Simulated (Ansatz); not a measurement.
One stationary structure of AlRu. These are r2SCAN (plane waves to 500 eV, PAW, scalar-relativistic; Ansatz, a program for electronic structure) values and carry that method's errors.

```
CELL_PARAMETERS angstrom
      2.98259     0.00000     0.00000
      0.00000     2.98259     0.00000
      0.00000     0.00000     2.98259
ATOMIC_POSITIONS crystal
  Ru 0.00000 0.00000 0.00000
  Al 0.50000 0.50000 0.50000
```

### Question
Find the space group and the Wyckoff positions (tolerance 0.01 Å).

### Answer
Space group Pm-3m (No. 221); a = 2.9826 Å, b = 2.9826 Å, c = 2.9826 Å, α = 90.00°, β = 90.00°, γ = 90.00°

| atom | site | symmetry | x | y | z |
|---|---|---|---|---|---|
| Ru | 1a | m-3m | 0.0000 | 0.0000 | 0.0000 |
| Al | 1b | m-3m | 0.5000 | 0.5000 | 0.5000 |

This is the CsCl type.

### Question
Give the shortest distances between elements (the closest pairs, up to four, under 3.6 Å).

### Answer
Al–Ru 2.58 Å; Al–Al 2.98 Å; Ru–Ru 2.98 Å.

| Item | Result |
|---|---|
| Volume per atom | 13.27 Å³ |
| Band gap | no gap (metallic) |

No spin polarisation in the result.

The run could not lose the symmetry of its start.
